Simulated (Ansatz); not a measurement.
SiC₃ in space group P-4m2 (No. 115; C on 1a, C on 2g, Si on 1c), the program Ansatz at the PBEsol level (PAW). The conduction-band minimum lies on the M–Γ line, 15 % of the way from M, with 4 equivalent valleys. Second derivatives d²E/dk² of the lowest band at one valley (eV·Å²), along Cartesian directions:

```json
[
 {"direction": "[100]", "d²E/dk²": "14.65"},
 {"direction": "[010]", "d²E/dk²": "14.65"},
 {"direction": "[001]", "d²E/dk²": "19.25"},
 {"direction": "[110]", "d²E/dk²": "11.85"},
 {"direction": "[101]", "d²E/dk²": "16.95"},
 {"direction": "[011]", "d²E/dk²": "16.95"}
]
```

Find the principal effective masses, the density-of-states mass and the conductivity mass.

Off-diagonal terms follow from H_xy = H[110] − (H_xx + H_yy)/2, and m*/mₑ = 7.620 eV·Å² over each eigenvalue: 0.40, 0.44, 0.64. One valley's DOS mass (m₁m₂m₃)^(1/3) = 0.48, conductivity mass 3/(Σ 1/mᵢ) = 0.47 mₑ.

What effective density of states Nc follows at 300 K for parabolic valleys?

Nc = 2.509e19 × 4 × (0.48)^(3/2) ≈ 3.3e19 cm⁻³.

With the computed static dielectric constant 8.88 (mean of the diagonal), estimate a hydrogenic donor's binding energy and radius.

E = 13.606 eV × 0.47/8.88² ≈ 81 meV; a = 0.529 Å × ε/m* ≈ 10.0 Å. Semilocal masses tend to be too small when the gap is underestimated.

The start of the workflow was typed in or built on a structure type; neither database checked (COD, Materials Project) lists it. Its standing as an ambient phase is unchecked. The cell was relaxed with PBEsol under the symmetry of its start; whether a distortion lowers the energy is not shown. Its formation energy is positive at this level, so the cell may be metastable or incomplete.

Potentials: the earlier of the program's two PAW sets. The files were generated under PBE; for other functionals the program regenerates the frozen cores, and for LDA and PBEsol the local potential too.
